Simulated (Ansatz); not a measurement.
A geometry of AlRh away from equilibrium: step 2 of the relaxation of a relaxed AlRh cell displaced along its unstable phonon at q = (½, ½, 0) of its primitive reciprocal cell (96i cm⁻¹), largest move 0.15 Å. These are PBE (plane waves to 420 eV, PAW, scalar-relativistic; Ansatz, a program for electronic structure) values and carry that method's errors. Γ-centred k-mesh 10×10×6 on the run's cell (coarser than for final values), Fermi–Dirac smearing 0.05 eV.

```yaml
crystal:
  lattice:
    - [6.43596, -0.01273, 0.00000]
    - [3.21162, 3.21162, 0.00000]
    - [0.00000, 0.00000, 5.48029]
  atoms:
    - { symbol: Al, position: [0.28268, 0.98866, 0.64732] }
    - { symbol: Al, position: [0.71732, 0.01134, 0.64732] }
    - { symbol: Al, position: [0.78268, 0.44598, 0.35268] }
    - { symbol: Al, position: [0.21732, 0.55402, 0.35268] }
    - { symbol: Rh, position: [0.28229, 0.98855, 0.16410] }
    - { symbol: Rh, position: [0.71771, 0.01145, 0.16410] }
    - { symbol: Rh, position: [0.78229, 0.44686, 0.83590] }
    - { symbol: Rh, position: [0.21771, 0.55314, 0.83590] }
```

Task: Give the Cartesian forces on all atoms (eV/Å).

Result: 
```
atom     Fx     Fy     Fz
----  -----  -----  -----
Al1    0.07  -0.06  -0.04
Al2   -0.07   0.06  -0.04
Al3    0.06  -0.07   0.04
Al4   -0.06   0.07   0.04
Rh5    0.18  -0.12   0.03
Rh6   -0.18   0.12   0.03
Rh7    0.12  -0.18  -0.03
Rh8   -0.12   0.18  -0.03
```

Task: What is the pressure?

Result: +1.4 GPa, compression positive.

Task: How far above the relaxed end point is this geometry?

Result: 0.05 eV/atom; the path ends in Pbcm (No. 57).

No spin polarisation in the result.

The run could not lose the symmetry of its start, so the end can be a saddle point.

The end of the path is a generated cell of AlRh: the first start was made by placing the elements on the sites of a structure type, and the end was not matched to a known phase here, so it may be hypothetical.
